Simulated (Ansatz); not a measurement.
Lattice vibrations of Ga at Γ at 5 GPa

Level of theory: DFT PBEsol, scalar-relativistic, plane waves, PAW in Ansatz. Plane waves to 420 eV; Γ-centred k mesh 16×16×14; Fermi-Dirac smearing of 0.15 eV. No spin polarisation. Phonons by linear response, acoustic sum rule imposed.

The cell, relaxed at 5 GPa:
```yaml
crystal:
  lattice:
    - [1.33662, -3.89949, 0.00000]
    - [1.33662, 3.89949, 0.00000]
    - [0.00000, 0.00000, 3.21743]
  atoms:
    - { symbol: Ga, position: [0.86657, 0.13343, 0.25000] }
    - { symbol: Ga, position: [0.13343, 0.86657, 0.75000] }
```

In a metal, frequencies and elastic constants depend on the k mesh and the smearing, soft modes and shear constants most. Other phases may be more stable at this pressure.

Optical modes at Γ; i marks an imaginary frequency:
| frequency (cm⁻¹) | degeneracy |
| --- | --- |
| 54 | 1 |
| 138 | 1 |
| 216 | 1 |

All 3 optical modes at Γ are real: no displacement of atoms at fixed cell lowers the energy to second order. Strains and modes at other wave vectors aren't tested by this run.

This form isn't the element's structure at ambient conditions.

Cost: 1 run of about 2.1 core-minutes, on Arm Neoverse V2 (shared hosts).